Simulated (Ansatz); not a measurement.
Relaxed GaP (zinc blende):

```xyz
4
Lattice="0.0000 5.4517 5.4517 2.7259 2.7259 5.4517 2.7259 2.7259 0.0000" Properties=species:S:1:pos:R:3 pbc="T T T"
P      4.0888     9.5405     9.5405
P      4.0888     6.8147     6.8147
Ga     0.0000     0.0000     0.0000
Ga     2.7259     5.4517     2.7259
```

The atoms are displaced by Q × the pattern below (from a DFPT mode at X = (0.5, 0.5, 0.0), largest move 1; Q in Å), at fixed cell. (q is in reciprocal vectors of the primitive cell; the cell shown is doubled to hold the pattern.)

```csv
atom,x,y,z
Ga3,0.000,0.000,-1.000
Ga4,0.000,0.000,1.000
```

Atoms not listed stay in place.

Computed with r2SCAN (plane waves to 500 eV, PAW, scalar-relativistic; Ansatz, a quantum-chemistry and plane-wave program). k mesh 10×10×10 (Γ-centred), Fermi-Dirac smearing 0.05 eV. The energy includes the smearing's −TS. Stress and pressure are positive under compression. GaP was relaxed with its symmetry unable to fall. The PAW data are Ansatz's earlier set. ΔE is measured from the undisplaced structure.

```
Q (Å)   ΔE (eV/cell)  −dE/dQ from forces (eV/Å)  P (GPa)
------  ------------  -------------------------  -------
-0.180         0.522                      5.739     1.31
-0.150         0.364                      4.814     0.92
-0.120         0.233                      3.871     0.59
-0.090         0.132                      2.915     0.33
-0.060         0.059                      1.949     0.15
-0.030         0.015                      0.976     0.04
0.000          0.000                      0.000     0.00
0.030          0.015                     -0.976     0.04
0.060          0.059                     -1.949     0.15
0.090          0.132                     -2.915     0.33
0.120          0.233                     -3.871     0.59
0.150          0.364                     -4.814     0.92
0.180          0.522                     -5.739     1.31
```

Read from the data:

```
Property                                                                                                             Result
-----------------------------------------------------------  --------------------------------------------------------------
Energy at Q = 0.180 Å                                                                                          522 meV/cell
Space group of the distorted cell                                                       P-4m2 (No. 115), lowered from F-43m
Symmetry of the curve                                                                         even: the same for both signs
Shape of the curve                                           a single well with its minimum at or next to zero displacement
Harmonic wavenumber from the curvature (finite differences)                                                        252 cm⁻¹
Wavenumber by perturbation theory (DFPT, on another k mesh)                                                        252 cm⁻¹
```

(For displaced atoms, the force is minus the slope of the energy, and its curvature is a force constant, which sets phonon frequencies.)
